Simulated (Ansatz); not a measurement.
The end of the path is a generated cell of CaSnSe3: the first start was made by placing the elements on the sites of a structure type, and the end was not matched to a known phase here, so it may be hypothetical.

A geometry of CaSnSe3 away from equilibrium: the start of the relaxation of a generated cell, CaSnSe3 built in the GdFeO3 structure type. Calculation: r2SCAN (plane waves to 500 eV, PAW, scalar-relativistic; Ansatz, a quantum-chemistry and plane-wave program). Γ-centred k-mesh 3×2×3 on the run's cell (coarser than for final values), Fermi–Dirac smearing 0.05 eV.

```xyz
20
Lattice="7.1608 0.0000 0.0000 0.0000 10.1039 0.0000 0.0000 0.0000 7.1369" Properties=species:S:1:pos:R:3:forces:R:3 pbc="T T T" free_energy=-97195.425 pressure_GPa=4.5
Ca     3.4923     2.5260     7.0769   -0.4905    0.0000    0.0592
Ca     7.0727     2.5260     3.6284   -0.4905    0.0000   -0.0592
Ca     3.6685     7.5779     0.0599    0.4905    0.0000   -0.0592
Ca     0.0881     7.5779     3.5085    0.4905    0.0000    0.0592
Sn     0.0000     0.0000     0.0000    0.0000    0.0000    0.0000
Sn     3.5804     5.0519     3.5684    0.0000    0.0000    0.0000
Sn     0.0000     5.0519     0.0000    0.0000    0.0000    0.0000
Sn     3.5804     0.0000     3.5684    0.0000    0.0000    0.0000
Se     0.2241     2.5260     0.4182    0.4202    0.0000    1.2680
Se     3.8045     2.5260     3.1502    0.4202    0.0000   -1.2680
Se     6.9367     7.5779     6.7187   -0.4202    0.0000   -1.2680
Se     3.3563     7.5779     3.9867   -0.4202    0.0000    1.2680
Se     2.0623     5.4258     1.5202    0.2319    0.6320   -0.7560
Se     5.6427     9.7300     2.0483    0.2319   -0.6320    0.7560
Se     5.0985     0.3738     5.6167   -0.2319    0.6320    0.7560
Se     1.5181     4.6781     5.0886   -0.2319   -0.6320   -0.7560
Se     5.0985     4.6781     5.6167   -0.2319   -0.6320    0.7560
Se     1.5181     0.3738     5.0886   -0.2319    0.6320   -0.7560
Se     2.0623     9.7300     1.5202    0.2319   -0.6320   -0.7560
Se     5.6427     5.4258     2.0483    0.2319    0.6320    0.7560
```

Positions in Å, forces in eV/Å, free energy of the cell in eV (comparable only within this code, potentials and settings). Largest force: 1.34 eV/Å, on Se9, Se10, Se11, Se12 (atoms numbered as listed); the geometry lies 0.22 eV/atom above the end of its relaxation.

No spin polarisation in the result.

The run could not lose the symmetry of its start, so the end can be a saddle point.
